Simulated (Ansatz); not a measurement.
A plane-wave DFT run in Ansatz 0.2.0 (scalar-relativistic PAW potentials unless the input names others): input and command.

```yaml
crystal:
  lattice:
    - [7.42985, 0.077124, 0.083273]
    - [0.077124, 7.650792, 0.045255]
    - [0.083273, 0.045255, 7.355529]
  atoms:
    - { symbol: Xx, position: [0.9708152586, 0.0336356555, 0.3819571002] }
    - { symbol: Li, position: [0.2283088307, 0.744836261, 0.4509068417] }
    - { symbol: Li, position: [0.527557601, 0.0015178759, 0.0609476906] }
    - { symbol: Li, position: [0.7156172809, 0.6814599578, 0.4303850367] }
    - { symbol: Li, position: [0.8984098464, 0.3643951123, 0.8687723417] }
    - { symbol: Li, position: [0.2573400534, 0.0678346792, 0.7095560178] }
    - { symbol: Li, position: [0.3109242218, 0.4328843463, 0.6691570752] }
    - { symbol: Li, position: [0.2412135707, 0.4435897026, 0.3062934198] }
    - { symbol: Li, position: [0.6432334095, 0.9763536124, 0.4728797246] }
    - { symbol: Li, position: [0.0035174547, 0.3243229823, 0.4374724067] }
    - { symbol: Li, position: [0.6394664225, 0.225581279, 0.7506927681] }
    - { symbol: Li, position: [0.1501717431, 0.1086680406, 0.0506409264] }
    - { symbol: S, position: [0.0029551922, 0.5338795705, 0.60386464] }
    - { symbol: S, position: [0.3512138659, 0.8278556152, 0.1712189643] }
    - { symbol: S, position: [0.5439307651, 0.8043952494, 0.6548433916] }
    - { symbol: S, position: [0.9831121824, 0.0791290094, 0.6882593926] }
    - { symbol: S, position: [0.997624555, 0.3787584168, 0.1472191796] }
    - { symbol: S, position: [0.4117075192, 0.3160904063, 0.9547879264] }
    - { symbol: S, position: [0.8089760818, 0.9223156232, 0.143817735] }
    - { symbol: S, position: [0.5810407917, 0.3704910705, 0.4676254033] }
    - { symbol: Na, position: [0.8682233545, 0.7997752845, 0.781075494] }
    - { symbol: Na, position: [0.1662369784, 0.6443349477, 0.949617892] }
    - { symbol: Na, position: [0.5596050919, 0.692147065, 0.9602414462] }
    - { symbol: Na, position: [0.6877613245, 0.2576159885, 0.141082092] }
basis:
  ecutwfc: 420
kpoints:
  mp_grid: { grid: [3, 3, 3] }
hamiltonian:
  xc: pbe
  dispersion: d3bj
scf:
  occupations: { method: fermi_dirac, width: 0.1551 }
  max_iter: 80
output:
  forces: true
  eigenvalues: true
  stress: true
```

```bash
ansatz run input.yaml --threads 2 --pin off --max-ram 5120MiB --backend cpu --events-out ev --progress --plain --runs-dir out
```

Problem. What will the program do with this input?

Solution. The program refuses it, because of an unknown element (crystal.atoms[0].symbol: "Li" → "Xx"). With the sound run's settings it is accepted.

Abridged log:
```
Error: YAML parse error: error: line 7 column 17: `Xx` is not an element symbol (H … Og, case-exact)
 --> <input>:7:17
  |
5 |     - [0.083273, 0.045255, 7.355529]
6 |   atoms:
7 |     - { symbol: Xx, position: [0.9708152586, 0.0336356555, 0.3819571002] }
  |                 ^ `Xx` is not an element symbol (H … Og, case-exact)
8 |     - { symbol: Li, position: [0.2283088307, 0.744836261, 0.4509068417] }
9 |     - { symbol: Li, position: [0.527557601, 0.0015178759, 0.0609476906] }
  |
```